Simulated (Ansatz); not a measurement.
## Be (Im-3m), clamped-ion strain scan

Level of theory: DFT PBEsol, scalar-relativistic, plane waves, PAW in Ansatz 0.2.0. Cutoff 420 eV, Γ-centred 26×26×26 k-points, Gaussian smearing of 0.15 eV. No spin polarisation. Energies are free energies at this smearing, counted from the undisturbed cell; pressure is positive in compression.

Zero of the scan (as given, not relaxed at this level; it stands at -2.0 GPa; this bcc form isn't the usual structure):

```
Be
1.0
    -1.25312    1.25312    1.25312
     1.25312   -1.25312    1.25312
     1.25312    1.25312   -1.25312
Be
1
Direct
  0.00000 0.00000 0.00000
```

The cell is strained by ε times the Voigt pattern (0, 0, 0, 0, 0, 1) (xx, yy, zz, yz, xz, xy; engineering shear) with fractional coordinates fixed. The cell is metallic on the mesh throughout.

```
      ε  ΔE (meV/atom)
-0.0200            2.1
-0.0100            0.5
 0.0000            0.0
 0.0025            0.0
 0.0050            0.1
 0.0075            0.3
 0.0125            0.8
 0.0150            1.2
 0.0175            1.6
```

(1) Predict the pressure (GPa) at each point.

Answers

(1)
```
      ε  pressure (GPa)
-0.0200            -1.9
-0.0100            -2.0
 0.0000            -2.0
 0.0025            -2.0
 0.0050            -2.0
 0.0075            -2.0
 0.0125            -2.0
 0.0150            -1.9
 0.0175            -1.9
```